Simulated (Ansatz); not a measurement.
KMgH3 (cubic perovskite, Pm-3m), the program Ansatz at the LDA level (PAW), all energies at zero smearing, with the estimated change up to a 700 eV cutoff added, with one set of potentials and settings (totals compare only within such a set). Cell of 5 atoms (1 K, 1 Mg, 3 H): -3446.342 eV.

```csv
element,reference phase,E (eV/atom)
K,"R-3m, 3 atoms in the cell",-1496.2508
Mg,"P6_3/mmc, 2 atoms in the cell",-1901.6031
H,"Cmce, 4 atoms in the cell",-15.5386
```

Formation energy per atom, worked out: (-3446.342 − 1×(-1496.2508) − 1×(-1901.6031) − 3×(-15.5386))/5 = -0.374 eV/atom (-36 kJ per mol of atoms), at 0 K, without zero-point energy or fitted corrections.

The first step of the workflow began from a Materials Project structure, measured or hypothetical; the Crystallography Open Database files this formula in space group No. 221, but the cells were not matched. Whether it is the stable phase at ambient conditions was not checked. The LDA relaxation kept the symmetry of its start; phonons on a q-mesh show no instability. The references are the lowest solids computed at this level, not always the standard phases (solids in place of the gases).

Potentials: the later of the program's two PAW sets.
